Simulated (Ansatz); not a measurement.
**Phonon dispersion of Li2HRh2**

The calculation used DFT PBE, scalar-relativistic, plane waves, PAW in Ansatz 0.2.0. Settings: 420 eV plane-wave cutoff, Γ-centred 12×12×4 mesh, Gaussian smearing of 0.10 eV. No spin polarisation. Phonons by linear response, acoustic sum rule imposed.

The cell, relaxed at this level:
```yaml
crystal:
  lattice:
    - [2.69802, 0.00000, 0.00000]
    - [-1.34901, 2.33656, 0.00000]
    - [0.00000, 0.00000, 9.04781]
  atoms:
    - { symbol: Li, position: [0.66667, 0.33333, 0.87074] }
    - { symbol: Li, position: [0.33333, 0.66667, 0.12926] }
    - { symbol: H, position: [0.00000, 0.00000, 0.00000] }
    - { symbol: Rh, position: [0.66667, 0.33333, 0.37955] }
    - { symbol: Rh, position: [0.33333, 0.66667, 0.62045] }
```

It was reached by relaxing an invented guess, and it needn't be the stable form of this composition. In a metal, frequencies and elastic constants depend on the k mesh and the smearing, soft modes and shear constants most. The q mesh is coarse, so values between its points are rough.

Force constants from linear response on a 3×3×1 q mesh.

Path: Γ–M–K–Γ–A–L–H–A | L–M | H–K. Only the points of the 3×3×1 mesh were computed; the rest is interpolation, which is rough on so few points. On the mesh no mode is imaginary. Distance along the path (Å⁻¹), then the branches (cm⁻¹, negative for imaginary):
```
0.000  0 0 0 114 114 126 126 197 242 242 279 504 718 718 881
0.336  45 67 85 133 143 155 192 206 252 267 296 481 746 794 876
0.672  82 108 128 148 175 196 221 275 285 333 368 433 799 865 944
1.008  101 119 130 159 200 213 270 294 303 354 432 457 834 855 1056
1.345  106 118 128 162 209 218 290 298 318 330 454 492 844 851 1095
1.539  108 118 130 162 205 216 301 311 319 331 451 487 852 856 1085
1.733  111 117 135 164 194 211 321 325 337 344 441 473 852 887 1057
1.927  114 116 141 168 180 204 324 330 368 383 425 452 853 930 1018
2.121  115 115 145 172 172 201 328 328 391 409 409 434 853 975 975
2.509  110 119 138 169 181 207 313 335 338 362 423 447 853 900 1026
2.897  90 123 124 160 176 199 255 290 298 351 381 422 828 864 968
3.285  50 77 94 137 147 167 192 226 257 270 304 474 755 815 874
3.673  0 0 0 114 114 126 126 197 242 242 279 504 718 718 881
3.760  9 9 24 111 111 127 127 193 242 242 281 504 718 718 881
3.847  18 18 45 106 106 130 130 183 242 242 285 504 718 718 881
3.934  24 24 62 102 102 133 133 173 242 242 289 503 718 718 881
4.021  26 26 68 101 101 134 134 168 242 242 290 503 718 718 881
4.357  67 69 80 129 146 158 172 208 252 276 296 480 746 794 876
4.693  86 109 117 148 180 194 221 275 287 334 368 432 799 865 944
5.029  101 119 126 159 202 214 270 294 303 354 432 457 834 855 1056
5.365  105 118 127 162 208 219 290 298 319 329 454 492 844 851 1095
5.559  107 118 130 162 204 217 301 311 320 330 451 487 852 856 1085
5.753  111 116 135 164 193 211 322 324 337 344 441 473 852 887 1057
5.947  114 116 142 168 180 204 325 329 368 383 425 452 853 930 1018
6.141  115 115 145 172 172 201 328 328 391 409 409 434 853 975 975
6.529  110 116 138 169 182 207 313 335 338 362 423 447 853 900 1026
6.918  92 115 124 159 181 197 256 292 297 352 380 422 828 864 968
7.306  67 81 87 133 151 167 177 227 257 279 302 473 755 815 874
7.694  26 26 68 101 101 134 134 168 242 242 290 503 718 718 881
7.737  105 118 127 162 208 219 290 298 319 329 454 492 844 851 1095
7.824  106 118 128 162 208 219 290 298 319 330 454 492 844 851 1095
7.911  106 118 128 162 209 219 290 298 318 330 454 492 844 851 1095
7.998  106 118 128 162 209 218 290 298 318 330 454 492 844 851 1095
8.041  115 115 145 172 172 201 328 328 391 409 409 434 853 975 975
8.128  115 115 145 172 172 201 328 328 391 409 409 434 853 975 975
8.215  115 115 145 172 172 201 328 328 391 409 409 434 853 975 975
8.302  115 115 145 172 172 201 328 328 391 409 409 434 853 975 975
8.388  115 115 145 172 172 201 328 328 391 409 409 434 853 975 975
```
